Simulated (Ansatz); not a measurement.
Relaxed-ion elastic tensor of InAs (rock salt, Fm-3m) in GPa (Voigt order), r²SCAN (plane waves, PAW; program Ansatz); density 6.87 g/cm³, 22.92 Å³ per atom.

|  | 1 | 2 | 3 | 4 | 5 | 6 |
|---|---|---|---|---|---|---|
| 1 | 147 | 35.1 | 35.1 | 0.0 | 0.0 | 0.0 |
| 2 | 35.1 | 147 | 35.1 | 0.0 | 0.0 | 0.0 |
| 3 | 35.1 | 35.1 | 147 | 0.0 | 0.0 | 0.0 |
| 4 | 0.0 | 0.0 | 0.0 | 24.7 | 0.0 | 0.0 |
| 5 | 0.0 | 0.0 | 0.0 | 0.0 | 24.7 | 0.0 |
| 6 | 0.0 | 0.0 | 0.0 | 0.0 | 0.0 | 24.7 |

Q: Is the crystal mechanically stable?

A: Yes: the smallest eigenvalue of C is 24.7 GPa.

Q: Work out the Voigt, Reuss and Hill averages.

A: K_V = 72.3, K_R = 72.3, K_H = 72.3; G_V = 37.1, G_R = 31.7, G_H = 34.4 GPa.

Q: Give Young's modulus, Poisson's ratio, Pugh's ratio and the universal anisotropy index.

A: E = 9KG/(3K + G) = 89.1 GPa; ν = 0.29; K/G = 2.10 (ductile by the Pugh limit of 1.75); A_U = 5G_V/G_R + K_V/K_R − 6 = 0.85.

Q: Estimate the sound speeds and the Debye temperature.

A: v_l = √((K + 4G/3)/ρ) = 4150 m/s, v_t = √(G/ρ) = 2240 m/s, mean 2500 m/s; Θ = (h/k)(3n/4πV)^(1/3) v_m = 262 K.

Q: Give the Zener ratio and Young's modulus along [100], [110] and [111].

A: A = 2C44/(C11 − C12) = 0.44; 1/E = S11 − 2(S11 − S12 − S44/2)Γ with Γ = 0, 1/4, 1/3 gives 133, 75.9, 66.4 GPa.

Q: Solve the Christoffel equation for the three sound speeds along [100], [110], [111].

A: Eigenvalues of C_ijkl n_j n_l equal ρv². In km/s, slowest first: [100] 1.89, 1.89, 4.62; [110] 1.89, 2.85, 4.10; [111] 2.57, 2.57, 3.91.

The cell is a constructed one: a structure type filled with these elements; the Crystallography Open Database copy checked does not list it. It is not the phase usual at ambient conditions (space group No. 216). The r²SCAN relaxation kept the symmetry of its start; whether a distortion lowers the energy is not shown. As this level gives no gap, shear constants depend on the k-mesh and smearing (Fermi–Dirac, 0.1 eV here).

Potentials: the later of the program's two PAW sets.
